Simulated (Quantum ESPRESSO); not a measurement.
Empty bands for a GW run on PbTe (rock salt, space group Fm-3m, No. 225): 132 bands on a 4×4×4 mesh, PBEsol, PseudoDojo standard norm-conserving files, scalar-relativistic, Quantum ESPRESSO. The input, in which only the diagonalization keyword changes:

```
&CONTROL
  calculation = 'nscf'
  pseudo_dir = './pseudo'
  outdir = './out'
/
&SYSTEM
  ibrav = 0
  nat = 2
  ntyp = 2
  ecutwfc = 82.3
  ecutrho = 329.2
  occupations = 'fixed'
  force_symmorphic = .true.
  nbnd = 132
/
&ELECTRONS
  conv_thr = 2e-09
  diago_full_acc = .true.
  diago_thr_init = 1e-08
  diagonalization = 'david'
/
ATOMIC_SPECIES
Te 127.6000 Te.upf
Pb 207.2000 Pb.upf
CELL_PARAMETERS angstrom
  0.000000000000   3.270895000000   3.270895000000
  3.270895000000   0.000000000000   3.270895000000
  3.270895000000   3.270895000000   0.000000000000
ATOMIC_POSITIONS crystal
Te   0.000000000000   0.000000000000   0.000000000000
Pb   0.500000000000   0.500000000000   0.500000000000
K_POINTS automatic
4 4 4 0 0 0
```

```csv
diagonalization,mean iterations per k point,rough time,largest change of an eigenvalue (eV)
david,31,1,–
cg,50,about 5×,2e-06
paro,23,within a factor of two,2e-07
```

An iteration means different work in each solver, so the counts don't rank them. Times are rough ratios from shared machines.

Spin-orbit coupling is not included.

Geometry of the Materials Project entry, not relaxed at this level.
